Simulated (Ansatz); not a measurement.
Given:

Ti$_{2}$InC:
```yaml
crystal:
  lattice:
    - [3.10773, 0.00000, 0.00000]
    - [-1.55387, 2.69137, 0.00000]
    - [0.00000, 0.00000, 14.02857]
  atoms:
    - { symbol: Ti, position: [0.66667, 0.33333, 0.57869] }
    - { symbol: Ti, position: [0.33333, 0.66667, 0.42131] }
    - { symbol: Ti, position: [0.33333, 0.66667, 0.07869] }
    - { symbol: Ti, position: [0.66667, 0.33333, 0.92131] }
    - { symbol: In, position: [0.66667, 0.33333, 0.25000] }
    - { symbol: In, position: [0.33333, 0.66667, 0.75000] }
    - { symbol: C, position: [0.00000, 0.00000, 0.50000] }
    - { symbol: C, position: [0.00000, 0.00000, 0.00000] }
```

This is the PBEsol-relaxed structure. x, y and z are the axes in which the lattice vectors are written.

Question: All from PBEsol (plane waves, PAW; program Ansatz), unless another level is named. Give the Poisson's ratio.

Answer: 0.20.

Question: Next, the elastic constants (relaxed ions, GPa)?

Answer: C11 = 302, C12 = 73.2, C13 = 61.0, C33 = 262, C44 = 93.9.

Space group P6_3/mmc. The workflow started from a Materials Project entry (that database holds measured and hypothetical structures alike); the Crystallography Open Database copy checked does not list it. Whether it is the stable phase at ambient conditions was not checked. Symmetry was held in the PBEsol relaxation; whether a distortion lowers the energy is not shown. The run is not spin-polarised. As this level gives no gap, shear constants depend on the k-mesh and smearing (Fermi–Dirac, 0.1 eV here).

Potentials: the later of the program's two PAW sets.
